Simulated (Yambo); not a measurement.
G0W0@LDA for AlN (zinc blende, space group F-43m, No. 216) in Yambo. Reference settings: 6×6×6 Γ-centred k mesh, 77 bands and a 14 Ry block in the screening, 77 bands in G with the Bruneval-Gonze terminator, plasmon pole fitted at 27.2 eV. The LDA gap Γ → X on this mesh is 3.27 eV; G0W0 gaps are taken between the same points.

The settings were changed. The gap went from 4.86 eV to 4.50 eV, and the shift of the valence edge from -1.05 eV to -0.45 eV.

Q: Which change was made?
A. 23 bands in G, no terminator
B. 23 bands in G
C. no terminator
D. wavefunctions cut at 25 Ry

A: A, 23 bands in G, no terminator. The others gave (gap, valence shift): no terminator: 4.75, -0.92 eV; 23 bands in G: 4.92, -1.10 eV; wavefunctions cut at 25 Ry: 4.81, -1.01 eV.

Geometry relaxed with LDA; primitive cell a = 3.064 Å, b = 3.064 Å, c = 3.064 Å, α = 60.00°, β = 60.00°, γ = 60.00°.

This is not the ordinary phase of the substance; no match was found in the copy of COD used, and its stability was not checked.

A shift is the quasiparticle energy of the state minus its LDA energy.
